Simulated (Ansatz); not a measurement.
## Structures of Sb₃S₂: which is lowest?

Plane-wave DFT in Ansatz with scalar-relativistic PAW potentials, cutoff 420 eV, Γ-centred meshes chosen by cell and gap, Gaussian smearing with energies taken to zero width. Every cell was relaxed (cell and atoms) in a run of its own, within the symmetry of its start. Functional: PBE.

Relaxed structures (starts from databases or built by putting these elements on another compound's sites):
A. P-3m1, 5 atoms in the computed cell, a = 3.954 Å, c = 9.866 Å; sites (symmetry × multiplicity) Sb -3m. × 1 + 3m. × 2, S 3m. × 2; start: built
B. R-3m, 5 atoms in the computed cell, a = 4.042 Å, c = 28.030 Å; sites (symmetry × multiplicity) Sb -3m × 3 + 3m × 6, S 3m × 6; start: built

Task: Rank them by energy. Could pressure change the order?

Result:
| structure | group | E − E(lowest) (meV/atom) | V (Å³/atom) | gap on mesh (eV) |
| --- | --- | --- | --- | --- |
| B | R-3m | 0.0 | 26.44 | 0.00 |
| A | P-3m1 | 21.0 | 26.72 | 0.00 |

B is lowest, 21 meV/atom under A. The lowest is also the densest of these, so pressure wouldn't bring one of the others in at first order. Other structures may lie lower than all of these, and vibrations aren't counted.

Spin-orbit coupling is left out, which matters for the bands of heavy elements. Spin polarisation was left out, and a magnetic state may lie lower.